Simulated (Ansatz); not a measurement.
# ZnO (P6_3mc): phonons

Method: LDA, PAW on Ansatz 0.2.0's default frozen-core files (fitted under PBE), scalar-relativistic.

Cell and atoms were relaxed beforehand by PAW with this functional.

Command line:

```sh
ansatz run input.yaml --threads 1 --pin off --max-ram 3072MiB --backend cpu --events-out ev --progress --plain --runs-dir out
```

input.yaml:

```yaml
crystal:
  lattice:
    - [3.18710026017, 0.0, 0.0]
    - [-1.59355013009, 2.76010978972, 0.0]
    - [0.0, 0.0, 5.15246168104]
  atoms:
    - { symbol: Zn, position: [0.333333333333, 0.666666666667, 0.500287160889] }
    - { symbol: Zn, position: [0.666666666667, 0.333333333333, 0.000287160889] }
    - { symbol: O, position: [0.666666666667, 0.333333333333, 0.378722839111] }
    - { symbol: O, position: [0.333333333333, 0.666666666667, 0.878722839111] }
kpoints:
  mp_grid: { grid: [8, 8, 4] }
scf:
  occupations: { method: fixed }
hamiltonian:
  xc: lda
  pseudopotentials: { kind: paw }
phonons:
  supercell: [1, 1, 1]
```

Output (shortened where marked):

```
Warning: RAYON_NUM_THREADS=1 ignored (pool sized by the plan → 1); use --threads N
Engine: ansatz 0.2.0, aarch64-unknown-linux-gnu
Pseudopotentials: kind: paw
Pseudopotential: Zn, paw, valence charge 12, recommended cutoff 420 eV (normal), Zn.paw.azcp
Pseudopotential: O, paw, valence charge 6, recommended cutoff 420 eV (normal), O.paw.azcp
Functional definition: SPW92
  exchange = slater_x
  correlation = pw_c
Crystal: 4 atoms, lattice volume = 45.325 Å³
Basis set: ecut = 420 eV, 881 PW (Γ)
Bands: 22, of which v1, the nominal top of the filled ones, is band 18 counted from 1 (17 counted from 0)
Symmetry: 12 space group operations
k-points: 30 of 256 (time reversal used)
Non-local potential: Zn, projectors of the file, l = 0: 2, l = 1: 2, l = 2: 3, l = 3: 1
Non-local potential: O, projectors of the file, l = 0: 2, l = 1: 2, l = 2: 1
PAW form: soft (Blöchl's): semilocal exchange-correlation on the pseudo side does not see the compensation charge
PAW frozen core: Zn, regenerated for the run's functional, and the local potential with it (the file was generated under x = pbe(κ = 0.804, μ = 0.2195149727645171), c = pbe(β = 0.06672455060314922))
PAW frozen core: O, regenerated for the run's functional, and the local potential with it (the file was generated under x = pbe(κ = 0.804, μ = 0.2195149727645171), c = pbe(β = 0.06672455060314922))
PAW one-centre angular grid: Zn, 590 points (default); XC on 64 Gauss nodes
PAW one-centre angular grid: O, 110 points (default); XC on 64 Gauss nodes
Initial density: superposition of atomic densities (neutral atoms: chi_scale 0, normalization atom), corrected by the library's trained network
Initial wavefunctions: pseudopotential atomic-orbital guess
Functional: x = slater, c = lda
SCF iter   1: F=—  HF=-7603.973827 eV  |F-HF|=—  |Δ(HF+E_count)|=         —  Δρ=1.84e-2  dr2=1.28e-1  ethr=1.77e-3  ⟨swp⟩=5.0  Hψ=2629  notcnv=0  defer=55
[... 48 lines left out ...]
SCF 4 converged in 9 iterations: F = -7603.939016 eV  dr2 = 1.86e-12
iter 1 solved again at ethr=5.49e-12 eV; its pass at ethr=3.10e-3 eV (dr2=1.98e-9 eV) is discarded
SCF iter   1: F=—  HF=-7603.939017 eV  |F-HF|=—  |Δ(HF+E_count)|=         —  Δρ=2.67e-6  dr2=1.07e-9  ethr=5.49e-12  ⟨swp⟩=2.3  Hψ=7983  notcnv=0  defer=97
SCF iter   2: F=—  HF=-7603.939017 eV  |F-HF|=—  |Δ(HF+E_count)|=  2.06e-10  Δρ=1.06e-6  dr2=1.31e-10  ethr=2.96e-12  ⟨swp⟩=2.2  Hψ=3046  notcnv=0  defer=97
SCF iter   3: F=—  HF=-7603.939017 eV  |F-HF|=—  |Δ(HF+E_count)|=  1.09e-11  Δρ=5.77e-7  dr2=3.71e-11  ethr=1.00e-12  ⟨swp⟩=1.0  Hψ=1716  notcnv=0  defer=97
SCF iter   4: F=-7603.939017 eV  HF=-7603.939017 eV  |F-HF|=4.55e-12  |Δ(HF+E_count)|=  9.09e-13  Δρ=1.26e-7  dr2=3.95e-12  ethr=1.00e-12  ⟨swp⟩=4.0  Hψ=7935  notcnv=0
SCF 5 converged in 4 iterations: F = -7603.939017 eV  dr2 = 3.95e-12
SCF converged after 10 iterations
Free energy (F): -7603.939048 eV
Harris-Foulkes:  -7603.939048 eV  (|F-HF|=1.82e-12)
Internal energy: -7603.939048 eV  (E = F + TS)
E sigma→0 (E₀):  -7603.939048 eV
Fermi energy:    7.535365 eV
--- Per-component energies (eV) ---
  E_band       = 69.716271
  E_kinetic    = 612.159310
  E_local      = -3933.266050  (includes V_loc(G=0)·N_el)
  E_nonlocal   = 1344.267596
  E_hartree    = 1610.544614
  E_xc         = -414.680796
  E_vxc        = -291.888753  (∫ρ·V_xc dr)
  E_paw        = -3814.706146  (= ΣΔE_a)
  E_vpaw       = -882.649342  (= ΣTr[D̂ρ^β])
  E_aug_tail   = 0.004368  (compensation charges beyond the density's cutoff)
  E_ewald      = -3011.570068
  E_core_change = 3.308126  (= ΣΔE_core)
  E_smearing   = -0.000000  (= −TS)
  E_closure    = -0.000000  (closes the sum)
  Σ components = -7603.939048   (vs F -7603.939048, Δ=0.00e0)
--- Forces (eV/Å), atoms counted from 1 ---
  atom   1  Zn     0.00000000    -0.00000000     0.00014227
  atom   2  Zn    -0.00000000     0.00000000     0.00014227
  atom   3  O      0.00000000    -0.00000000    -0.00017757
  atom   4  O     -0.00000000     0.00000000    -0.00017757
  max |Σ_I F_I| component: 7.06e-5 eV/Å
--- Phonons: 4 displaced members + reference (amplitude 0.0025 Å, Σ member SCF iterations 27) ---
  symmetry images taken by strict's conditions (phonons.symmetry_images: auto; settled by no image being taken that strict refuses); asymmetry of the core-correction force 7.5e-8 eV/Å at the most on a site, 2.6e-7 eV/Å summed ...
  ASR residual: 4.652e-4 → 0.000e0 eV/Å²; symmetrization residual: 1.690e-4 eV/Å²
  largest component of a force at the reference: 1.8e-4 eV/Å
  ASR residual per site (eV/Å²): 4.65e-4 4.65e-4 1.37e-4 1.37e-4
  Γ frequencies (cm⁻¹): 0.00 0.00 0.00 90.19 90.19 261.03 389.92 408.51 408.51 441.30 441.30 553.08
  density of states and harmonic sums: on the 22×22×12 q-mesh, interpolated from the force constants of a 1×1×1 supercell (no non-analytic term)
  largest difference from the sums on the solved wave vectors: F 3.49e-1 eV, S 6.07e-4 and C_V 2.58e-4 eV/K
```

Self-consistency was reached.

Zone-centre phonons:

Harmonic phonons of a crystal by Kohn-Sham DFT at the given cell, standard atomic masses, acoustic sum rule imposed; negative wavenumbers are unstable modes; optical zone-centre levels upwards with Mulliken labels, activity, and the element with most of the kinetic energy.

```json
{
 "Point group": "6mm"
}
```

| number | phonon wavenumber (cm⁻¹) | label | infrared | raman | lead element |
| --- | --- | --- | --- | --- | --- |
| 1 | 90.2 | E2 | no | yes | Zn |
| 2 | 261 | B1 | no | no | Zn |
| 3 | 389.9 | A1 | yes | yes | O |
| 4 | 408.5 | E1 | yes | yes | O |
| 5 | 441.3 | E2 | no | yes | O |
| 6 | 553.1 | B1 | no | no | O |

Caveats: frozen-core PAW files fitted under PBE, their cores solved anew for the functional of the run; zone-boundary modes aren't tested; no LO-TO term at the zone centre.

Cost: 31 s on 1 thread of Arm Neoverse V1, on a shared host, peak memory 0.37 GiB.
